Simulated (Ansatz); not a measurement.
A generated cell, not matched to a known phase here, of PtPb: Pnma (No. 62), oP8; a = 6.992 Å, b = 3.953 Å, c = 6.191 Å, α = β = γ = 90.00°; Pt 4c (0.021, 0.250, 0.172); Pb 4c (0.187, 0.250, 0.600). Method: r2SCAN (plane waves to 500 eV, PAW, scalar-relativistic; Ansatz, a program for electronic structure). Element references, the lowest calculated here: Pt (Fm-3m), Pb (Fm-3m).

Question: Give the formation energy of this Pnma form of PtPb from the elements at the level r2SCAN.

Answer: -0.20 eV/atom.

A lower structure of this composition may exist.

Static energies, no anion corrections, no zero-point energy. Values are rounded to 0.01 eV/atom. Not shown to be the ambient phase of their composition (a lower form may be missing, and a cell relaxed within its start's symmetry can be a saddle point): PtPb (Pnma). Spin-orbit coupling is missing from these energies, which matters for elements this heavy. The compounds carry no spin polarisation.
